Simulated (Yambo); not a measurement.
G0W0@LDA for K2BrOH (space group P2_1/m, No. 11) in Yambo (2×2×1 mesh, 7 Ry block, plasmon pole, screening fixed), without a terminator:

| bands N in G | gap Γ → Γ (eV) | shift of the valence edge (eV) |
|---|---|---|
| 123 | 5.660 | -1.021 |
| 215 | 5.758 | -1.270 |
| 337 | 5.848 | -1.425 |

Q: Extrapolate both columns to infinite N with E(N) = E∞ + A/N, test the form, and compare with the terminator.

A: From two points, E∞ = (N2 E2 − N1 E1)/(N2 − N1). The two largest N give 6.01 eV for the gap and -1.70 eV for the shift; the two smallest give 5.89 eV and -1.60 eV. For the gap the slopes A are -28 and -53 eV: the form isn't reached, and its limit is uncertain. For the shift the slopes A are 72 and 92 eV: the form isn't reached, and its limit is uncertain. With the Bruneval-Gonze terminator and 337 bands the run gives 5.95 eV and -1.59 eV, 0.06 eV and 0.11 eV from the extrapolated values: the terminator too is an estimate of the remainder. Block, mesh and the bands in W are held fixed.

Spin-orbit coupling is not included.

Geometry of the Materials Project entry, not relaxed at this level; primitive cell a = 6.832 Å, b = 4.317 Å, c = 8.593 Å, α = γ = 90.00°, β = 108.15°.

The structure is a Materials Project entry; no match was found in the copy of COD used, and its stability was not checked.

A shift is the quasiparticle energy of the state minus its LDA energy.
